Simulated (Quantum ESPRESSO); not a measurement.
# AlGa2Mo3Ti2 in 6 site orders

These are calculations, not measurements. They come from Quantum ESPRESSO 7.5, a public plane-wave density functional program. Each row is one single-point run on a made-up periodic cell of eight metal atoms, with elements, volume, strain and displacements drawn at random and not relaxed, so a cell may be unstable or far from any real phase. There is no spin polarisation or spin-orbit coupling.

Settings: PBE unless stated; PseudoDojo standard norm-conserving files; Fermi-Dirac width 0.25 eV, which means electrons at about 2900 K; cutoff 1143 eV; 8 x 5 x 3 k mesh shifted half a step off Gamma. E is the free energy of the whole cell (internal energy minus TS), so a -TS column is already part of it. Stress is positive in tension, and the pressure P is minus a third of its trace.

Checks: one run of this series was repeated at a higher cutoff and on a denser mesh, which moved values by no more than 0.006 eV, 0.10 GPa and 0.009 eV/Å, and a second program with other atomic files agreed on it to 2 % rms in force and 0.5 GPa in pressure. Known limits: a spin test at this wide smearing found no moment, but such smearing suppresses magnetism that the real alloy may have.

The lattice is hexagonal close-packed, and the cell vectors in Å are (2.786, -0.048, 0.028); (-0.083, 4.747, -0.007); (0.094, -0.014, 9.099), a volume of 120.27 Å³. The runs put one composition on the same eight displaced sites in different orders. E is counted from run 1, and the rms force is over all 24 components. Nothing is relaxed, so E mixes bonding between neighbours with strain on unrelaxed sites, and it is not an ordering energy.

```
run  elements on sites 1 to 8  E (eV)  -TS (eV)  rms force (eV/Å)  largest force (eV/Å)  P (GPa)
  1   Al Mo Ga Ti Mo Mo Ga Ti   0.000    -1.498             1.165                  3.73    17.64
  2   Al Mo Mo Mo Ga Ti Ga Ti  -0.351    -1.547             1.142                  3.48    15.23
  3   Mo Ti Mo Ti Al Ga Mo Ga  -1.576    -1.476             1.001                  2.89    12.54
  4   Mo Ga Mo Al Ga Ti Mo Ti  -1.039    -1.457             1.022                  3.00    14.13
  5   Ga Mo Ti Ga Al Ti Mo Mo  -0.656    -1.420             1.039                  3.46        ?
  6   Ti Ga Mo Mo Al Mo Ti Ga  -1.054    -1.406             1.036                  2.95    13.28
```

## Worked fit

A straight line through the runs shown gives P = 17.01 + 3.04 E GPa with E in eV, an error of 0.54 on the slope and a scatter of 0.67 GPa. At this fixed volume the orders of higher energy tend to have the higher pressure.

## Withheld value

Question: what pressure should run 5 give?

The fit gives 15.02 ± 0.74 GPa. The calculation gave 15.09 GPa.
